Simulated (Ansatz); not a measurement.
This run works on a proposed trial structure, not on a known crystal.

Input and command of a plane-wave DFT calculation in Ansatz:

```yaml
crystal:
  lattice:
    - [5.3123842924, 0.0, 0.0]
    - [-2.6561921462, 4.6006597518, 0.0]
    - [0.0, 0.0, 7.7995203959]
  atoms:
    - { symbol: Cd, position: [0.6604719605, 0.6604719605, 0.3272600543] }
    - { symbol: Cd, position: [0.3395280395, 0.0, 0.3272600543] }
    - { symbol: Cd, position: [0.0, 0.6604719605, 0.6727399457] }
    - { symbol: Cd, position: [0.0, 0.3395280395, 0.3272600543] }
    - { symbol: Cd, position: [0.6604719605, 0.0, 0.6727399457] }
    - { symbol: Cd, position: [0.3395280395, 0.3395280395, 0.6727399457] }
    - { symbol: Te, position: [0.0, 0.0, 0.0] }
basis:
  ecutwfc: 420
kpoints:
  mp_grid: { grid: [6, 6, 4] }
hamiltonian:
  xc: pbe
scf:
  occupations: { method: gaussian, width: 0.1 }
output:
  forces: true
  stress: true
  eigenvalues: true
relax:
  adjacent_minimum: "off"
  f_tol: 0.01
  max_steps: 80
  cell: { stress_tol: 0.05 }
```

```bash
ansatz run input.yaml --threads 1 --pin off --max-ram 2560MiB --backend cpu --events-out ev --progress --plain --runs-dir out
```

Processor: Intel(R) Xeon(R) Platinum 8175M CPU @ 2.50GHz (Skylake/Cascade Lake), 1 thread, on a host shared with other jobs.

How long does it run, and how much memory does it take?

About 110 s, peak memory 0.67 GiB. It solves 82 bands at 24 k points (after reduction by symmetry) with about 3705 plane waves (on the last cell), in 29 SCF iterations over 5 ionic steps.
